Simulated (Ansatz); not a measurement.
Calculation log, MnV (Pm-3m) (elastic constants by finite strains)

Method: PBEsol, all-electron LAPW in Ansatz 0.2.0, scalar-relativistic.

Cell and atoms were relaxed beforehand by PAW with this functional.

Launched as:

```sh
ansatz run input.yaml --threads 2 --pin off --max-ram 6144MiB --backend cpu --events-out ev --progress --plain --runs-dir out
```

input.yaml:

```yaml
crystal:
  lattice:
    - [2.83722468183, 0.0, 0.0]
    - [0.0, 2.83722468183, 0.0]
    - [0.0, 0.0, 2.83722468183]
  atoms:
    - { symbol: Mn, position: [0.0, 0.0, 0.0] }
    - { symbol: V, position: [0.5, 0.5, 0.5] }
kpoints:
  mp_grid: { grid: [16, 16, 16] }
scf:
  occupations: { method: fermi_dirac, width: 0.1 }
hamiltonian:
  xc: pbesol
  pseudopotentials: { kind: all_electron, lapw: { basis_error: 0.001 } }
elastic:
  mode: relaxed_ion
  stencil: two_point
  amplitude: 0.003
```

Output:

```
Warning: RAYON_NUM_THREADS=2 ignored (pool sized by the plan → 2); use --threads N
LAPW: plane waves up to 9.253 Å⁻¹, error target 1.0e-3 eV per atom; small_component_spin mean_spin; V in spheres of 1.180 Å, 13 of its electrons in bands, Dirac shells []; Mn in spheres of 1.203 Å, 15 of its electrons in bands, ...
Engine: ansatz 0.2.0, aarch64-unknown-linux-gnu
Pseudopotentials: kind: all_electron
Pseudopotential: Mn, LAPW, valence charge 15, lapw/all_electron/scalar/gaussian/Mn, Koelling and Harmon's equation, gaussian nucleus
Pseudopotential: V, LAPW, valence charge 13, lapw/all_electron/scalar/gaussian/V, Koelling and Harmon's equation, gaussian nucleus
Functional definition: PBEsol
  exchange = pbesol_x
  correlation = pbesol_c
Crystal: 2 atoms, lattice volume = 22.839 Å³
Basis set: ecut = 326.21305326323824 eV, 305 PW (Γ), exchange–correlation at level 2
Bands: 18, of which v1, the nominal top of the filled ones, is band 14 counted from 1 (13 counted from 0)
Symmetry: 48 space group operations
Space group: Pm-3m (ITA 221), of the structure as read, at distance tolerance 2.8e-5 Å
k-points: 165 of 4096
Non-local potential: Mn, projectors of the file, none
[... 120 lines left out ...]
        -0.000     -0.000      0.000      0.000      0.000     93.205
  reference stress σ⁰ (GPa):      0.040      0.040      0.040      0.000      0.000      0.000
  no Pulay correction (none for the plane-wave cutoff is built on LAPW): the batch's stresses and constants are at fixed plane waves
  C* (energy form; C + prestress term) asymmetry max|C*_kj − C*_jk| = 1.853e-16 GPa — a small one proves nothing (zero by symmetry where the batch's group is 432, −43m or m−3m); a large one is finite-difference/SCF noise where ...
  moduli (Voigt/Reuss/Hill, GPa): K = 263.31/263.31/263.31   G = 133.87/117.79/125.83   E = 325.62   ν = 0.294
  mechanically stable: yes (min eigenvalue of sym C = 93.21 GPa)
  where every solve meets its electron count the energy-path curvature estimates C_jj along a normal strain and C_jj − ¼(σ⁰_aa + σ⁰_bb) along a shear (ab), closely only under elastic.basis: deformed
  strain η (Voigt 11):  stress-route row diagonal C_11 = 523.15 GPa, energy-path curvature d²(F+E_count)/dδ²/Ω₀ = 523.14 GPa
         δ    σ_11 (GPa)             F (eV)   n_scf  n_hpsi   n_pw
    -3.000e-3      -1.5457      -57303.7026914       9  274018    320   relax 0 steps, max|allowed force component| 7.89e-31 eV/Å
     3.000e-3       1.5932      -57303.7026621       9  273403    320   relax 0 steps, max|allowed force component| 2.37e-30 eV/Å
  strain η (Voigt 23):  stress-route row diagonal C_44 = 93.21 GPa, energy-path curvature d²(F+E_count)/dδ²/Ω₀ = 93.18 GPa
         δ    σ_23 (GPa)             F (eV)   n_scf  n_hpsi   n_pw
    -3.000e-3      -0.2796      -57303.7029526       9  434715    320   relax 0 steps, max|allowed force component| 1.18e-30 eV/Å
     3.000e-3       0.2796      -57303.7029526       9  434637    320   relax 0 steps, max|allowed force component| 0.00e0 eV/Å
```

The calculation finished and met its thresholds.

Strained cells:

Elastic constants of a crystal by Kohn-Sham DFT: slopes of the stress over finite engineering strains of the given cell, Voigt indices, Cartesian axes as in the input; stress of each strained cell less that at rest, tension positive.

```csv
strain component,strain,stress xx (GPa),stress yy (GPa),stress zz (GPa),stress yz (GPa),stress xz (GPa),stress xy (GPa),relaxation steps
xx,-0.003,-1.586,-0.4036,-0.4036,0,0,0,0
xx,0.003,1.553,0.3967,0.3967,0,0,0,0
yz,-0.003,-0.0021,-0.0011,-0.0011,-0.2796,0,0,0
yz,0.003,-0.0021,-0.0011,-0.0011,0.2796,0,0,0
```

**Elastic constants**

- Pressure at rest: -0.04 GPa
- Least elastic eigenvalue: 93.21 GPa
- Elastically stable: yes

```csv
index,elastic (GPa)
11,523.1
12,133.4
44,93.21
```

### Elastic moduli

Hill averages of a grain aggregate, Debye temperature from the mean sound speed over directions.

```
Bulk modulus                     : 263.3 GPa
Shear modulus                    : 125.8 GPa
Young modulus                    : 325.6 GPa
Poisson ratio                    : 0.2939
Bulk over shear modulus          : 2.093
Elastic anisotropy index         : 0.6829
Least young modulus              : 250.1 GPa
Largest young modulus            : 468.9 GPa
Longitudinal sound speed         : 7483 m/s
Transverse sound speed           : 4043 m/s
Elastic debye temperature        : 589.3 K
Linear compressibility (x, y, z) : 1.266, 1.266, 1.266 1/TPa
Zener ratio                      : 0.4783
Cauchy pressure                  : 40.19 GPa
```

Caveats: no spin polarisation, a magnetic state may lie lower; responses of metals move with mesh and smearing.

Time and hardware: 2.8 min on 2 threads of Arm Neoverse V2 (shared host), peak memory 1.6 GiB.
